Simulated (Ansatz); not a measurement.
**Profile along the Zr–Hg line in ZrHg (space group P4/mmm)**

ZrHg (space group P4/mmm)

```xyz
2
Lattice="3.1477 0.0000 0.0000 0.0000 3.1477 0.0000 0.0000 0.0000 4.2704" Properties=species:S:1:pos:R:3 pbc="T T T"
Zr     1.5738     1.5738     2.1352
Hg     0.0000     0.0000     0.0000
```

Fields along a shortest Zr–Hg line of a (0 -1 1) plane (3.08 Å), from Zr to Hg, interpolated on the slice's grid (step about 0.2 Å). Method: r2SCAN (plane waves to 500 eV, PAW, scalar-relativistic; Ansatz, a quantum-chemistry and plane-wave program). k mesh 15×15×11. Near the nuclei the fields are pseudised (PAW); where an atom keeps semicore shells as valence, they peak there. Spin-orbit coupling is left out, though Hg is heavy. ZrHg is run without spin polarisation. ZrHg was relaxed with its symmetry unable to fall.

| distance from Zr (Å) | valence electron density (e/Å³) | electron localisation function |
|---|---|---|
| 0.00 | 2.61 | x |
| 0.31 | 3.96 | x |
| 0.62 | 2.94 | 0.81 |
| 0.92 | 0.80 | 0.48 |
| 1.23 | 0.23 | 0.11 |
| 1.54 | 0.20 | 0.27 |
| 1.85 | 0.36 | 0.33 |
| 2.16 | 1.17 | 0.37 |
| 2.46 | 5.48 | 0.49 |
| 2.77 | 12.85 | x |
| 3.08 | 17.30 | x |

x: too close to a nucleus for the ELF to mean much.

Density on the Zr–Hg line (3.08 Å) at its density minimum, 1.4 Å from Zr: 0.19 e/Å³. ELF at that point: 0.2.
